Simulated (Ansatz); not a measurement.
SiC:
```yaml
crystal:
  lattice:
    - [0.00000, 2.16451, 2.16451]
    - [2.16451, 0.00000, 2.16451]
    - [2.16451, 2.16451, 0.00000]
  atoms:
    - { symbol: Si, position: [0.75000, 0.75000, 0.75000] }
    - { symbol: C, position: [0.00000, 0.00000, 0.00000] }
```

Tensor components refer to the Cartesian frame of this cell.

Task: Give the high-frequency dielectric tensor and the Born effective charge tensors of the independent atoms from DFPT, LDA in the plane-wave PAW code Ansatz.

Result: 
ε∞:
```
6.93  0.00  0.00
0.00  6.93  0.00
0.00  0.00  6.93
```
Z* of atom 1 (Si), rows: field, columns: displacement, in e:
```
2.73  0.00  0.00
0.00  2.73  0.00
0.00  0.00  2.73
```
Z* of atom 2 (C), rows: field, columns: displacement, in e:
```
-2.73   0.00   0.00
 0.00  -2.73   0.00
 0.00   0.00  -2.73
```

Space group F-43m (zinc blende). The cell was relaxed with LDA under the symmetry of its start; phonons on a q-mesh show no instability.

Potentials: the earlier of the program's two PAW sets.
